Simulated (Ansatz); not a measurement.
MnI2:
```
CELL_PARAMETERS angstrom
      4.13354     0.00000     0.00000
     -2.06677     3.57975     0.00000
      0.00000     0.00000     6.91188
ATOMIC_POSITIONS crystal
  Mn 0.00000 0.00000 0.00000
  I  0.33333 0.66667 0.23987
  I  0.66667 0.33333 0.76013
```
The run is spin-polarised; directions of the spins, atom by atom: ↑ 0 0.

Relaxed with r²SCAN+D4.

### Question
Map the spin density (μB/Å³) on the plane through (0.000, 0.000, 0.000) spanned by u = [0, 0, 1] and v = [1, -1, 0] in lattice vectors, from r²SCAN+D4 (plane waves, PAW; program Ansatz).

### Answer
x is the fraction of u, y of v (the angle between them is 90°; rows are the nearest grid lines); atoms in the plane: Mn at (0.00, 0.00), I at (0.24, 0.33), I at (0.76, 0.67).
```
|@#-.                            .-#@|
|--.                              .--|
|..                                ..|
|                                    |
|                                    |
|                                    |
|                                    |
|                                    |
|                                    |
|                                    |
|                                    |
|                                    |
|                                    |
|                                    |
|                                    |
|                                    |
|                                    |
|                                    |
|                                    |
|                                    |
|                                    |
|..                                ..|
|--.                              .--|
|@#-.                            .-#@|
```
Scale: ten equal steps from -0.007 (start of ' ') to 9.39 (end of '@'), in the order ' .:-=+*#%@'; x runs from 0.000 to 1.00, y from 0.000 (bottom) to 1.00 (top).

The density is the valence pseudo-density with augmentation charge, so density and ELF within about 1 Å of a nucleus are not all-electron values.

Space group P-3m1 (CdI2 type). The workflow started from a Materials Project entry (that database holds measured and hypothetical structures alike); the Crystallography Open Database files this formula in space group No. 164, but the cells were not matched. Its standing as an ambient phase is unchecked. The cell was relaxed with r²SCAN+D4 under the symmetry of its start; whether a distortion lowers the energy is not shown. The final state is ferromagnetic, chosen from 5 collinear starts compared on coarse meshes (ties went to the first, and starts can fall back to one state), not a proven ground state. Other orbital occupations within this spin state were not tried. No Hubbard U is applied. Scalar-relativistic: spin–orbit coupling is off unless named, which matters more the heavier the elements.

Potentials: the later of the program's two PAW sets.
